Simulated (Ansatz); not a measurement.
Relaxed TiP (space group P6_3/mmc):

```
CELL_PARAMETERS angstrom
      6.85464     0.00000     0.00000
     -1.71366     2.96814     0.00000
      0.00000     0.00000    11.51432
ATOMIC_POSITIONS crystal
  Ti 0.16667 0.66667 0.38384
  Ti 0.66667 0.66667 0.38384
  Ti 0.33333 0.33333 0.61616
  Ti 0.83333 0.33333 0.61616
  Ti 0.33333 0.33333 0.88384
  Ti 0.83333 0.33333 0.88384
  Ti 0.16667 0.66667 0.11616
  Ti 0.66667 0.66667 0.11616
  P  0.33333 0.33333 0.25000
  P  0.83333 0.33333 0.25000
  P  0.16667 0.66667 0.75000
  P  0.66667 0.66667 0.75000
  P  0.00000 0.00000 0.50000
  P  0.50000 0.00000 0.50000
  P  0.00000 0.00000 0.00000
  P  0.50000 0.00000 0.00000
```

The atoms are displaced by Q × the pattern below (from a DFPT mode at M = (0.5, 0.0, 0.0), largest move 1; Q in Å), at fixed cell. (q is in reciprocal vectors of the primitive cell; the cell shown is doubled to hold the pattern.)

```tsv
atom	x	y	z
Ti1	-0.500	0.866	0.000
Ti2	0.500	-0.866	0.000
Ti3	-0.500	0.866	0.000
Ti4	0.500	-0.866	0.000
Ti5	0.500	-0.866	0.000
Ti6	-0.500	0.866	0.000
Ti7	0.500	-0.866	0.000
Ti8	-0.500	0.866	0.000
```

Atoms not listed stay in place.

Calculation: LDA (plane waves to 420 eV, PAW, scalar-relativistic; Ansatz, a quantum-chemistry and plane-wave program). k mesh 8×16×4 (Γ-centred), Fermi-Dirac smearing 0.05 eV. Energies are smeared free energies. With partly filled bands, energies and forces of such displacements shift with the k mesh and the smearing. TiP is run without spin polarisation. TiP was relaxed with its symmetry unable to fall. The zero of ΔE is the undisplaced structure. The last digit holds for this mesh only.

| Q (Å) | ΔE (meV/cell) |
|---|---|
| -0.1000 | 444.6 |
| -0.0833 | 308.9 |
| -0.0667 | 197.8 |
| -0.0500 | 111.3 |
| -0.0333 | withheld |
| -0.0167 | 12.4 |
| 0.0000 | 0.0 |
| 0.0167 | 12.4 |
| 0.0333 | withheld |
| 0.0500 | 111.3 |
| 0.0667 | 197.8 |
| 0.0833 | 308.9 |
| 0.1000 | 444.6 |

**Question.** Fit an even polynomial form (powers 2, 4) to the given rows and predict ΔE at Q = -0.0333.

**Answer.** Least squares on the 11 given rows: ΔE = (44530)·Q² + (-6553)·Q⁴, in meV/cell with Q in Å; root-mean-square residual 0.13 meV/cell. At -0.0333 the fit gives 49.4 meV/cell; the calculation gives 49.4 meV/cell, the same to the digits shown. The quadratic term alone would give 49.4 meV/cell.

(For displaced atoms, the force is minus the slope of the energy, and its curvature is a force constant, which sets phonon frequencies.)
